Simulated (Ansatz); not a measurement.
TiW:
```yaml
crystal:
  lattice:
    - [1.58782, -2.25661, 0.00000]
    - [1.58782, 2.25661, 0.00000]
    - [0.00000, 0.00000, 4.46573]
  atoms:
    - { symbol: Ti, position: [0.00000, 0.00000, 0.00000] }
    - { symbol: W, position: [0.50000, 0.50000, 0.50000] }
```

Relaxed with r²SCAN. Special points in fractions of this cell's reciprocal vectors: Γ (0.000, 0.000, 0.000); Y (-0.500, 0.500, 0.000); C0 (-0.374, 0.626, 0.000); Σ0 (0.374, 0.374, 0.000); Z (0.000, 0.000, 0.500); A0 (0.374, 0.374, 0.500); E0 (-0.374, 0.626, 0.500); T (-0.500, 0.500, 0.500); S (0.000, 0.500, 0.000); R (0.000, 0.500, 0.500).

Question: List the band energies nearest the Fermi level at these points for r²SCAN in the plane-wave PAW code Ansatz.

Answer: In eV from the Fermi level; about four levels below and three above (degenerate sets whole), none deeper than 8.9 eV; points with the same levels are listed once.

| k | below | above |
|---|---|---|
| Γ | -8.08 -4.26 -2.07 | 0.39 0.54 0.84 |
| Y | -4.78 -3.92 -3.44 -1.66 | 1.21 3.28 3.88 |
| C0 | -3.14 -2.84 -1.88 -0.22 | 2.83 2.93 3.59 |
| Z | -6.70 -4.40 -1.74 -0.96 | 0.30 0.52 2.50 |
| A0 | -1.79 -1.40 -1.27 -0.99 | 3.51 3.57 3.62 |
| T | -4.07 -2.95 -1.90 -1.28 | 0.24 1.22 1.31 |
| S | -1.95 -1.55 -0.69 -0.04 | 2.85 2.89 3.63 |
| R | -4.69 -4.21 -2.05 -0.95 | 1.22 1.37 3.13 |

Space group Cmmm. The first step of the workflow began from a Materials Project structure, measured or hypothetical; the Crystallography Open Database copy checked does not list it. With Ti and W taken as one species the cell has the higher symmetry Im-3m, so it may be an ordered model of a mixed-site phase. Whether it is the stable phase at ambient conditions was not checked. Symmetry was held in the r²SCAN relaxation; its stability against distortions is not shown here. The run is not spin-polarised. Scalar-relativistic: spin–orbit coupling is off unless named, which matters more the heavier the elements.

Potentials: the later of the program's two PAW sets.
